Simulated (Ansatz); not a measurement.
ZnO:
```
ZnO
1.0
    3.18669     0.00000     0.00000
   -1.59335     2.75976     0.00000
    0.00000     0.00000     5.15258
Zn O
2 2
Direct
  0.66667   0.33333   0.00179
  0.33333   0.66667   0.50179
  0.66667   0.33333   0.62341
  0.33333   0.66667   0.12341
```

Relaxed with LDA.

Task: Give the optical modes at the zone centre with their infrared and Raman activity from DFPT, LDA (plane waves, PAW; program Ansatz).

Result: Transverse frequencies, without the LO–TO term; a row sums one degenerate level.

| ω (cm⁻¹) | degeneracy | IR ((D/Å)²/amu) | Raman (Å⁴/amu) | activity | symmetry |
|---|---|---|---|---|---|
| 90 | 2 | 0.00 | 2.1 | Raman | E2 |
| 261 | 1 | 0.00 | 0 | silent | B1 |
| 390 | 1 | 16.44 | 7.1 | IR+Raman | A1 |
| 409 | 2 | 31.12 | 0.65 | IR+Raman | E1 |
| 441 | 2 | 0.00 | 3.3 | Raman | E2 |
| 553 | 1 | 0.00 | 0 | silent | B1 |

Task: How high does the top mode go among those that the LO–TO term moves?

Result: 558 cm⁻¹ for q along x, 558 cm⁻¹ for q along y, 551 cm⁻¹ for q along z.

Space group P6_3mc (wurtzite). Symmetry was held in the LDA relaxation; phonons on a q-mesh show no instability.

Potentials: the later of the program's two PAW sets.
